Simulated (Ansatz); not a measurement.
FeS2:
```
FeS2
1.0
    4.36739     0.00000     0.00000
    0.00000     5.33321     0.00000
    0.00000     0.00000     3.34439
Fe S
2 4
Direct
  0.00000   0.00000   0.00000
  0.50000   0.50000   0.50000
  0.20715   0.37443   0.00000
  0.70715   0.12557   0.50000
  0.29285   0.87443   0.50000
  0.79285   0.62557   0.00000
```

Cartesian axes are those of the cell as given.

**Question.** Give the high-frequency dielectric tensor and the Born effective charge tensors of the independent atoms from DFPT, plane-wave PAW PBEsol (Ansatz code).

**Answer.** 
ε∞:
```
21.4  0.00  0.00
0.00  20.1  0.00
0.00  0.00  18.6
```
Z* of atom 1 (Fe), rows: field, columns: displacement, in e:
```
-4.95  -0.69   0.00
-0.69  -5.57   0.00
 0.00   0.00  -4.09
```
Z* of atom 3 (S), rows: field, columns: displacement, in e:
```
 2.47  -0.24   0.00
-0.30   2.78   0.00
 0.00   0.00   2.04
```

Static charges for comparison (Bader): Fe1 +0.65, S3 -0.33 e. Born charges measure polarisation by displacement and can exceed these by far.

Space group Pnnm. The cell was relaxed with PBEsol under the symmetry of its start. The workflow began spin-polarised and lost its moments.

Potentials: the later of the program's two PAW sets.
